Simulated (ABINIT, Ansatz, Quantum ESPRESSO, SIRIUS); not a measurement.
HfIn4SiO6: programs and potentials compared

```
Hf In Si O
1.0
     5.27743    0.00000    0.00000
    -2.63872    4.57039    0.00000
     0.00000    0.00000   10.55905
Hf In Si O
1 4 1 6
Cartesian
  2.6387 1.5234 0.0000
  0.0000 0.0000 3.2148
  0.0000 0.0000 7.3442
  0.0000 3.0469 8.3331
  0.0000 3.0469 2.2260
  0.0000 0.0000 0.0000
  3.2747 3.2219 9.5002
  1.4858 0.1234 1.0589
  0.8498 1.2250 9.5002
  2.0027 3.2219 1.0589
  3.7916 0.1234 9.5002
  4.4277 1.2250 1.0589
```

The cell comes from a database or a generator and needn't be the stable form of this composition.

Alike in all runs: task single point; functional PBE; k mesh 6 × 6 × 3; occupations fermi-dirac, width 0.05 eV; no spin polarisation; no spin-orbit coupling. Pressure is positive in compression and, in plane waves, holds the error of the finite cutoff, which Ansatz's Pulay term estimates and takes out.

```tsv
program and potentials	plane-wave cutoff (eV)	notes	pressure (GPa)	largest force (eV/Å)
Ansatz, Ansatz PAW	420	9.83 valence electrons an atom on average	?	?
Ansatz, all-electron LAPW, scalar-relativistic	-	-	0.01	0.001
SIRIUS, PseudoDojo 0.4.1 PBE standard (scalar relativistic)	1152	8.67 valence electrons an atom on average	-0.35	0.118
Quantum ESPRESSO, SSSP 1.3 efficiency PBE	816	8.67 valence electrons an atom on average	-0.28	0.087
ABINIT, JTH PAW PBE v2.0	626	8.67 valence electrons an atom on average	-0.57	0.111
```

Task: Estimate from the other rows what the run with Ansatz, Ansatz PAW gave.

Result: Pressure 0.00 GPa; largest force 0.003 eV/Å. Its pressure holds a Pulay term of +0.33 GPa. The other rows, which needn't bracket it: pressure -0.57 to 0.01; largest force 0.001 to 0.118.
